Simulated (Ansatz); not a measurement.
**Equation of state of TiAgHg2**

A database entry relaxed whole under r2SCAN (P4/mmm):

```yaml
crystal:
  lattice:
    - [4.85558, 0.00000, 0.00000]
    - [0.00000, 4.85558, 0.00000]
    - [0.00000, 0.00000, 3.24449]
  atoms:
    - { symbol: Ti, position: [0.50000, 0.50000, 0.00000] }
    - { symbol: Ag, position: [0.00000, 0.00000, 0.00000] }
    - { symbol: Hg, position: [0.00000, 0.50000, 0.50000] }
    - { symbol: Hg, position: [0.50000, 0.00000, 0.50000] }
```

The cell was scaled uniformly, its shape held, and the atoms relaxed at each volume with plane-wave PAW DFT (Ansatz 0.2.0; r2SCAN, 500 eV, 7×7×10 Γ-centred mesh, fermi-dirac occupations of width 0.100 eV; no spin, no spin-orbit coupling). One row is withheld.

```
volume (Å³/atom)  energy over the lowest (meV/atom)  pressure (GPa)
          17.976                               23.5            7.22
          18.359                                9.8            4.49
          18.741                                  ?               ?
          19.124                                0.0           -0.02
          19.506                                2.5           -1.87
          19.888                                9.2           -3.50
          20.271                               19.6           -4.93
```

Q: Fit the pressures of the other rows to the third-order Birch-Murnaghan form.

A: With f = [(V₀/V)^(2/3) − 1]/2 and P = 3B₀f(1 + 2f)^(5/2)[1 + 3(B₀′ − 4)f/2], least squares gives V₀ = 19.12 Å³ an atom, B₀ = 98.9 GPa and B₀′ = 5.5; the rows miss the fit by less than 0.01 GPa. The slope of the energies differs from these pressures by 0.11 GPa, since they are taken to zero smearing while pressures follow the free energy.

Q: What does the withheld row hold?

A: The fit gives 2.09 GPa at 18.741 Å³; the run gave 2.09 GPa and 2.2 meV an atom.

Caveats: the shape of the cell was held, so B₀ is an upper bound where the axes differ in stiffness; 0 K, fixed nuclei; the symmetry was kept, and this need not be the phase that is stable at 0 K; one mesh for all volumes; the relaxed cell lies far from the entry, by an error of the functional or of the entry; pressure is positive in compression.
